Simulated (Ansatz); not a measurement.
**⁴³Ca NMR of the central transition in Ca6HfO8**

Cell: a Materials Project structure (computed, not necessarily an observed phase), taken as it stands.

```cif
data_Ca6HfO8
_symmetry_space_group_name_H-M 'Fm-3m'
_symmetry_Int_Tables_number 225
_cell_length_a 9.5426
_cell_length_b 9.5426
_cell_length_c 9.5426
_cell_angle_alpha 90.000
_cell_angle_beta 90.000
_cell_angle_gamma 90.000
loop_
_atom_site_label
_atom_site_type_symbol
_atom_site_symmetry_multiplicity
_atom_site_Wyckoff_symbol
_atom_site_fract_x
_atom_site_fract_y
_atom_site_fract_z
Ca Ca 24 d 0.0000 0.2500 0.2500
Hf Hf 4 a 0.0000 0.0000 0.0000
O8 O 24 e 0.2193 0.5000 0.5000
O9 O 8 c 0.2500 0.2500 0.2500
```

One atom of each set is listed; the run and its k-mesh use a cell of 15 atoms with edges of 6.75, 6.75, 6.75 Å.

Method: Kohn–Sham DFT in Ansatz, PBE, plane waves and PAW, scalar-relativistic, 420 eV cutoff, Γ-centred 4×4×4 k-points, Fermi–Dirac smearing 0.02 eV.

⁴³Ca has I = 7/2 and Q = -40.80 mb (Pyykkö 2018); at 28.2 T its Larmor frequency is ν₀ = 80.9 MHz. Only the quadrupole interaction is simulated: positions count from each site's isotropic chemical shift, and J coupling is left out, as are shift anisotropy and dipolar coupling, which fast spinning averages.

Q: Simulate the second-order pattern (fast magic-angle spinning, Gaussian broadening 0.01 kHz) of site Ca (6 O at 2.39–2.40 Å).

A: The calculation gives C_Q = -2.25 MHz and η = 0.62, so ν_Q = 0.161 MHz and the centre of gravity lies at -2.23 ppm (-0.181 kHz).

(offset (kHz), height): (-0.4458, 0), (-0.4257, 4), (-0.4057, 8), (-0.3857, 8), (-0.3656, 11), (-0.3456, 23), (-0.3256, 25), (-0.3055, 28), (-0.2855, 30), (-0.2655, 35), (-0.2455, 46), (-0.2254, 100), (-0.2054, 74), (-0.1854, 69), (-0.1653, 77), (-0.1453, 86), (-0.1253, 61), (-0.1052, 51), (-0.0852, 45), (-0.0652, 41), (-0.0452, 38), (-0.0251, 35), (-0.0051, 12), (0.0149, 0)

The largest force is 0.4 eV/Å, so the atoms aren't at the calculated equilibrium and relaxing them would move these values.

The run took 18 s of wall time (18 s of CPU time) and 0.61 GiB at its peak, on 1 thread of Arm Neoverse V1 (aarch64; 8 cores open to the job, memory cap 2.5 GiB, no GPU), a shared host with a load of 0.5 a core.
